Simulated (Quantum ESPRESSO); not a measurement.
Band energies of LaO2H

```
CELL_PARAMETERS angstrom
      4.44135     0.00000     0.00000
      0.00000     3.93499     0.00000
     -1.92792     0.00000     6.11748
ATOMIC_POSITIONS crystal
  H  0.01852 0.25000 0.92720
  H  0.98148 0.75000 0.07280
  O  0.24012 0.25000 0.46200
  O  0.75988 0.75000 0.53800
  O  0.24070 0.25000 0.93935
  O  0.75930 0.75000 0.06065
  La 0.33090 0.75000 0.69321
  La 0.66910 0.25000 0.30679
```

PBEsol (pw.x of Quantum ESPRESSO, ONCV potentials, no spin-orbit coupling); path ΓYHCEM1AXH1,MDZ,YD; energies in eV from the valence-band maximum.

```csv
k (1/Å),point,band 20,band 21,band 22,band 23,band 24,band 25,band 26,band 27
0.00,Γ,-1.02,-0.86,-0.79,-0.49,-0.21,3.81,4.51,5.03
0.26,,-1.29,-0.86,-0.84,-0.47,-0.08,4.14,4.67,5.03
0.51,Y,-1.48,-1.16,-0.76,-0.44,0.00,4.56,4.66,5.03
0.72,,-1.56,-0.92,-0.83,-0.51,-0.05,4.62,4.76,5.10
1.13,H,-1.39,-1.13,-0.91,-0.71,-0.55,4.69,4.84,5.33
1.13,C,-1.22,-1.01,-0.90,-0.84,-0.76,4.75,4.83,5.22
1.53,,-1.42,-0.99,-0.83,-0.77,-0.55,4.59,4.65,5.22
1.93,E,-1.26,-0.92,-0.92,-0.44,-0.44,4.64,4.64,5.19
1.93,M1,-1.11,-0.82,-0.82,-0.42,-0.42,4.70,4.70,5.16
2.23,A,-1.07,-0.61,-0.61,-0.41,-0.41,4.81,4.81,5.11
2.39,,-1.07,-0.73,-0.68,-0.51,-0.35,4.61,4.95,5.12
2.71,,-1.17,-1.09,-0.80,-0.66,-0.48,4.48,4.92,5.18
3.03,X,-1.28,-1.26,-0.70,-0.70,-0.56,4.53,4.81,5.31
3.03,H1,-1.39,-1.13,-0.91,-0.71,-0.55,4.69,4.84,5.33
3.96,M,-1.11,-0.82,-0.82,-0.42,-0.42,4.70,4.70,5.16
4.12,,-1.12,-0.87,-0.87,-0.29,-0.29,4.69,4.69,5.16
4.43,,-1.16,-0.73,-0.73,-0.29,-0.29,4.67,4.67,5.19
4.58,D,-1.17,-0.69,-0.69,-0.32,-0.32,4.67,4.67,5.21
4.75,,-1.21,-0.67,-0.67,-0.37,-0.37,4.67,4.67,5.19
5.09,Z,-1.34,-0.83,-0.83,-0.37,-0.37,4.65,4.65,5.15
5.09,Y,-1.48,-1.16,-0.76,-0.44,0.00,4.56,4.66,5.03
5.36,,-1.28,-1.22,-1.01,-0.31,-0.10,4.49,4.76,5.07
5.62,,-1.30,-1.05,-0.79,-0.35,-0.17,4.52,4.75,5.11
5.89,D,-1.17,-0.69,-0.69,-0.32,-0.32,4.67,4.67,5.20
```

The PBEsol gap is indirect, 3.81 eV, from Y to Γ; the smallest direct gap is 4.02 eV.

The 4f states are in the valence at their DFT position.

Geometry of the Materials Project entry, not relaxed at this level.

The structure is a Materials Project entry; no match was found in the copy of COD used, and its stability was not checked.
